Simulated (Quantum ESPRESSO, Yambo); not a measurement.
**G0W0 results for SrCaI₄**

```cif
data_CaI4Sr
_chemical_formula_sum 'Ca1 Sr1 I4'
_space_group_name_H-M_alt 'P2/m'
_space_group_IT_number 10
_space_group_name_Hall '-P 2y'
_cell_length_a 6.90861
_cell_length_b 4.56832
_cell_length_c 7.94707
_cell_angle_alpha 90.000
_cell_angle_beta 90.161
_cell_angle_gamma 90.000
loop_
_atom_site_label
_atom_site_type_symbol
_atom_site_symmetry_multiplicity
_atom_site_Wyckoff_symbol
_atom_site_fract_x
_atom_site_fract_y
_atom_site_fract_z
_atom_site_occupancy
Ca1 Ca 1 f 0.00000 0.50000 0.50000 1
Sr1 Sr 1 a 0.00000 0.00000 0.00000 1
I1 I 2 m 0.25531 0.00000 0.34541 1
I2 I 2 n 0.73536 0.50000 0.17904 1
```

Cell and atoms were relaxed with PBE+D3(BJ) from Materials Project entry mp-1101340, within its symmetry.

Starting point: PBEsol (pw.x of Quantum ESPRESSO, ONCV potentials, scalar-relativistic). G0W0 in Yambo: 2×2×1 Γ-centred k mesh, 373 bands and a 7 Ry block in the screening, 373 bands in G with the Bruneval-Gonze terminator, plasmon pole fitted at 27.2 eV.

```
Item                                                Result
-------------------------------------------------  -------
PBEsol gap along the band path                     3.33 eV
PBEsol gap between the mesh's edge points (Γ → Γ)  3.38 eV
G0W0 gap between the same points                   5.40 eV
```

```
k point          band  E PBEsol (eV)  E QP (eV)  shift (eV)     Z
---------------  ----  -------------  ---------  ----------  ----
Γ                  VB           0.00      -1.14       -1.14  0.81
Γ                  CB           3.38       4.25        0.87  0.83
(0, -0.5, 0)       VB          -0.70      -1.92       -1.22  0.81
(0, -0.5, 0)       CB           4.24       5.55        1.30  0.82
(-0.5, 0, 0)       VB          -0.47      -1.71       -1.24  0.81
(-0.5, 0, 0)       CB           3.61       4.64        1.03  0.82
(-0.5, -0.5, 0)    VB          -0.69      -1.87       -1.18  0.81
(-0.5, -0.5, 0)    CB           4.29       5.59        1.29  0.82
```

Energies count from the PBEsol valence-band maximum.

Nearest settings tried, and what they do to the gap: 233 bands in G: -2 meV; 233 bands in W, 233 bands in G: -11 meV; 6 Ry block (439 vectors against 529): -31 meV; 1×2×1 mesh: -166 meV. So the settings aren't converged at that level. The k mesh is coarse.

Without spin-orbit coupling, band edges of such heavy elements can be off by tenths of an eV.

The structure is a Materials Project entry; no match was found in the copy of COD used, and its stability was not checked.
